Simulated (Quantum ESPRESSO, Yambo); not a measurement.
For KCl (rock salt, space group Fm-3m, No. 225), Yambo gives the independent-particle static dielectric constant along x as 2.82 on LDA bands and 2.39 after a scissor of 3.30 eV widens every gap (10×10×10 mesh, 42 bands, 4 Ry local-field block, 0.2 eV broadening).

Q: A scissor keeps the position matrix elements. In a one-oscillator model, how does ε − 1 scale, and what mean transition energy do the two values imply?

A: Each transition adds |r|²/E to ε − 1, so ε − 1 ∝ 1/(E0 + Δ). Then (2.39 − 1)/(2.82 − 1) = E0/(E0 + Δ) = 0.764, and E0 = Δ(ε' − 1)/(ε − ε') = 10.7 eV. The computed Im ε, weighted by 1/E up to 20 eV, has its mean at 10.2 eV; the smallest direct LDA gap is 5.12 eV. The scissor comes from a G0W0 run whose convergence isn't established. Convergence of the RPA response with its 10×10×10 mesh was not tested.

Bands from Quantum ESPRESSO.

Geometry relaxed with LDA; primitive cell a = b = c = 4.2959 Å, α = β = γ = 60.00°.
